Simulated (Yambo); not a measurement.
## Convergence of the G0W0 gap of YSF

G0W0@PBEsol for YSF (space group P6_3/mmc, No. 194) in Yambo. Reference settings: 3×3×1 Γ-centred k mesh, bands 5 to 346 and a 7 Ry block in the screening, 346 bands in G with the Bruneval-Gonze terminator, plasmon pole fitted at 27.2 eV. The PBEsol gap Γ → (0, 0.333, 0) on this mesh is 2.65 eV; G0W0 gaps are taken between the same points.

```tsv
change from the reference	G0W0 gap Γ → (0, 0.333, 0) (eV)	shift of the valence edge (eV)	rough Yambo cost
reference settings	4.50	-1.00	1
137 bands in W, 137 bands in G	4.55	-0.69	about 1/3
226 bands in W, 226 bands in G	4.50	-0.89	within a factor of two
137 bands in G	4.52	-0.91	–
226 bands in G	4.51	-0.98	–
167 bands in W	4.51	-0.83	within a factor of two
3 Ry block	4.24	-0.69	within a factor of two
2 Ry block	4.21	-0.59	within a factor of two
6 Ry block	4.46	-0.94	within a factor of two
pole fitted at 55 eV	4.52	-1.11	–
no random integration	4.47	-0.88	–
137 bands in G, no terminator	4.52	-0.42	–
226 bands in G, no terminator	4.52	-0.74	–
no terminator	4.51	-0.88	–
```

The reference isn't shown to be the converged limit. Costs are rough (shared machines), scaled to the same edge states, and given only for runs that recompute the screening. The mesh misses a band edge: along a dense path the PBEsol gap is 2.44 eV against 2.65 eV on the mesh.

Geometry of the Materials Project entry, not relaxed at this level; primitive cell a = b = 4.0318 Å, c = 16.7198 Å, α = β = 90.00°, γ = 120.00°.

A shift is the quasiparticle energy of the state minus its PBEsol energy.
